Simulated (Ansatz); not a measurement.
# Structure relaxation, C

The start is a generated trial cell of C in the beta-Sn structure type. The cell and all atomic positions are relaxed at zero pressure with PBE (plane waves to 420 eV, PAW, scalar-relativistic; Ansatz, a first-principles code). The first steps use a coarse 12×12×12 k-mesh.

The start:
```yaml
crystal:
  lattice:
    - [-1.91514, 1.91514, 1.04492]
    - [1.91514, -1.91514, 1.04492]
    - [1.91514, 1.91514, -1.04492]
  atoms:
    - { symbol: C, position: [0.75000, 0.25000, 0.50000] }
    - { symbol: C, position: [0.00000, 0.00000, 0.00000] }
```

Q: What pressure does the first self-consistent step give?

A: -52.5 GPa (negative: the cell is under tension).

Q: Does the structure survive the relaxation? Give the final space group.

A: The space group goes from I4₁/amd (No. 141) to Fd-3m (No. 227); the end is diamond type, with 2 atoms in the primitive cell.

Q: How much energy is released per atom?

A: 3.33 eV/atom.

Q: How does the volume change?

A: -25.7 %, from 7.67 to 5.70 Å³/atom.

Q: How do the shortest distances between atoms change?

A: The closest pairs of elements (up to four, under 3.6 Å), start → end: C–C 1.99 → 1.55 Å.

Final values are on a 16×16×16 k-mesh of the relaxed cell. No spin polarisation in the result.

The run could not lose the symmetry of its start; a randomly shaken copy of 4 atoms returns to this structure.

All atoms sit on sites fixed by symmetry, so only the cell could relax.
